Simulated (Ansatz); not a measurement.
Here is the system:

ScSi2:
```
ScSi2
1.0
    3.99569     0.00000     0.00000
   -1.99784     3.46037     0.00000
    0.00000     0.00000     3.64897
Sc Si
1 2
Direct
  0.00000   0.00000   0.00000
  0.33333   0.66667   0.50000
  0.66667   0.33333   0.50000
```

This is the r²SCAN-relaxed structure.

Problem. All from plane-wave PAW r²SCAN (Ansatz code), unless another level is named. Give the electronic character.

Solution. metallic (no gap).

Problem. Predict the formation energy from the elements (no fitted shifts).

Solution. -0.39 eV/atom.

Problem. And the density of states at the Fermi level?

Solution. 0.64 states/eV per atom (mean over ±0.08 eV).

Space group P6/mmm. The workflow started from an entry of the Crystallography Open Database (COD). Its standing as an ambient phase is unchecked. The r²SCAN relaxation kept the symmetry of its start; whether a distortion lowers the energy is not shown. The run is not spin-polarised. The references are the lowest solids computed at this level, not always the standard phases.

Potentials: the later of the program's two PAW sets.
